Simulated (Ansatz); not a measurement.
Input, command and steps of an Ansatz relaxation.

```yaml
crystal:
  lattice:
    - [4.0974114237, -2.3451454143, 0.0]
    - [4.0974114237, 2.3451454143, 0.0]
    - [0.0, 0.0, 9.6788575539]
  atoms:
    - { symbol: I, position: [0.8367920168, 0.1632079832, 0.878079324] }
    - { symbol: I, position: [0.3367920168, 0.6632079832, 0.621920676] }
    - { symbol: I, position: [0.1632079832, 0.8367920168, 0.121920676] }
    - { symbol: I, position: [0.6632079832, 0.3367920168, 0.378079324] }
basis:
  ecutwfc: 420
kpoints:
  mp_grid: { grid: [8, 8, 4] }
hamiltonian:
  xc: pbe
scf:
  occupations: { method: gaussian, width: 0.02 }
output:
  forces: true
  stress: true
  eigenvalues: true
  write_density: true
  write_potential: true
  elf: true
  volumetric_format: npy
relax:
  adjacent_minimum: "off"
  f_tol: 0.005
  max_steps: 80
  cell: { stress_tol: 0.05 }
```

```bash
ansatz run input.yaml --threads 1 --pin off --max-ram 2560MiB --backend cpu --events-out ev --progress --plain --runs-dir out
```

Method: Ansatz 0.2.0, DFT PBE, scalar-relativistic, plane waves, PAW.

Of 7 frames 7 are shown, positions in Å and forces in eV/Å; the SCF threshold varies from step to step. Steps run on the plane waves of an earlier cell, with a Pulay correction in the pressure. The basis is chosen afresh for the last frame, the zero of the energies, and at times for earlier ones too; energy and pressure step there, also at an unchanged geometry. The mark taken_back stands on steps that the optimiser undid.

```xyz
4
Lattice="4.0974 -2.3451 0.0000 4.0974 2.3451 0.0000 0.0000 0.0000 9.6789" Properties=species:S:1:pos:R:3:forces:R:3 pbc="T T T" step=1 free_energy_over_end_meV_per_atom=3.70 pressure_GPa=0.14
I     4.0974   -1.5797    8.4988    0.0000   -0.0132   -0.0009
I     4.0974    0.7655    6.0195    0.0000   -0.0132    0.0009
I     4.0974    1.5797    1.1801    0.0000    0.0132    0.0009
I     4.0974   -0.7655    3.6594    0.0000    0.0132   -0.0009
4
Lattice="4.1386 -2.3466 0.0000 4.1386 2.3466 0.0000 0.0000 0.0000 9.7104" Properties=species:S:1:pos:R:3:forces:R:3 pbc="T T T" step=2 free_energy_over_end_meV_per_atom=2.86 pressure_GPa=0.09
I     4.1386   -1.5925    8.5233    0.0000   -0.0022    0.0165
I     4.1386    0.7541    6.0423    0.0000   -0.0022   -0.0165
I     4.1386    1.5925    1.1871    0.0000    0.0022   -0.0165
I     4.1386   -0.7541    3.6681    0.0000    0.0022    0.0165
4
Lattice="4.3007 -2.3351 0.0000 4.3007 2.3351 0.0000 0.0000 0.0000 9.8154" Properties=species:S:1:pos:R:3:forces:R:3 pbc="T T T" step=3 free_energy_over_end_meV_per_atom=1.12 pressure_GPa=-0.05
I     4.3007   -1.5980    8.6205    0.0000    0.0030   -0.0123
I     4.3007    0.7372    6.1026    0.0000    0.0030    0.0123
I     4.3007    1.5980    1.1949    0.0000   -0.0030    0.0123
I     4.3007   -0.7372    3.7128    0.0000   -0.0030   -0.0123
4
Lattice="4.4144 -2.2897 0.0000 4.4144 2.2897 0.0000 0.0000 0.0000 9.6971" Properties=species:S:1:pos:R:3:forces:R:3 pbc="T T T" step=4 free_energy_over_end_meV_per_atom=12.86 pressure_GPa=0.15 taken_back
I     4.4144   -1.5474    8.4598    0.0000   -0.0470    0.4423
I     4.4144    0.7424    6.0859    0.0000   -0.0470   -0.4423
I     4.4144    1.5474    1.2373    0.0000    0.0470   -0.4423
I     4.4144   -0.7424    3.6113    0.0000    0.0470    0.4423
4
Lattice="4.3559 -2.3230 0.0000 4.3559 2.3230 0.0000 0.0000 0.0000 9.8125" Properties=species:S:1:pos:R:3:forces:R:3 pbc="T T T" step=5 free_energy_over_end_meV_per_atom=0.63 pressure_GPa=-0.02
I     4.3559   -1.5860    8.6155    0.0000    0.0017    0.0021
I     4.3559    0.7370    6.1033    0.0000    0.0017   -0.0021
I     4.3559    1.5860    1.1971    0.0000   -0.0017   -0.0021
I     4.3559   -0.7370    3.7092    0.0000   -0.0017    0.0021
4
Lattice="4.4580 -2.3052 0.0000 4.4580 2.3052 0.0000 0.0000 0.0000 9.8271" Properties=species:S:1:pos:R:3:forces:R:3 pbc="T T T" step=6 free_energy_over_end_meV_per_atom=0.39 pressure_GPa=0.01
I     4.4580   -1.5704    8.6275    0.0000    0.0019    0.0049
I     4.4580    0.7348    6.1132    0.0000    0.0019   -0.0049
I     4.4580    1.5704    1.1996    0.0000   -0.0019   -0.0049
I     4.4580   -0.7348    3.7139    0.0000   -0.0019    0.0049
4
Lattice="4.4580 -2.3052 0.0000 4.4580 2.3052 0.0000 0.0000 0.0000 9.8271" Properties=species:S:1:pos:R:3:forces:R:3 pbc="T T T" step=7 free_energy_over_end_meV_per_atom=0.00 pressure_GPa=0.02
I     4.4580   -1.5704    8.6275    0.0000    0.0019    0.0049
I     4.4580    0.7348    6.1132    0.0000    0.0019   -0.0049
I     4.4580    1.5704    1.1996    0.0000   -0.0019   -0.0049
I     4.4580   -0.7348    3.7139    0.0000   -0.0019    0.0049
```

It took 9.1 min on 1 thread of AMD EPYC (Zen 3) (shared host), peak memory 0.68 GiB.

The cell holds layers, and where no dispersion correction was added their binding is poorly described.